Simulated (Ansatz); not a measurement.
# Stability checks on a candidate for AlGa3As4

The structure comes from a generated guess, relaxed at this level; another structure or a mixture of phases may lie lower.

Computed with Ansatz 0.2.0, DFT PBE, scalar-relativistic, plane waves, PAW. Cutoff 420 eV, Γ-centred 10×10×10 mesh (8-atom cell), Gaussian smearing of 0.02 eV, no spin polarisation.

```cif
data_structure
_symmetry_space_group_name_H-M 'I-42m'
_symmetry_Int_Tables_number 121
_cell_length_a 5.7404
_cell_length_b 5.7404
_cell_length_c 11.4817
_cell_angle_alpha 90.000
_cell_angle_beta 90.000
_cell_angle_gamma 90.000
_cell_volume 378.35
loop_
_atom_site_label
_atom_site_type_symbol
_atom_site_symmetry_multiplicity
_atom_site_Wyckoff_symbol
_atom_site_fract_x
_atom_site_fract_y
_atom_site_fract_z
_atom_site_occupancy
Al1 Al 2 b 0.50000 0.50000 0.00000 1
Ga1 Ga 2 a 0.00000 0.00000 0.00000 1
Ga2 Ga 4 d 0.50000 0.00000 0.25000 1
As1 As 8 i 0.74944 0.74944 0.12465 1
```

Formation energies are uncorrected and refer to the elements' standard structures at the same level.

Question: These tests were run: energy against the elements; elastic tensor. What do they show?

Answer:

```
                       test                   result
energy against the elements           −0.383 eV/atom
             elastic tensor  least eigenvalue 51 GPa
```

It fails none of these tests. Whether a mixture of other phases lies lower isn't tested here. Phonons away from Γ weren't computed.

The reference form of As is held partly by dispersion forces, which this level lacks. The run for the elastic tensor used a 10×10×10 k mesh.
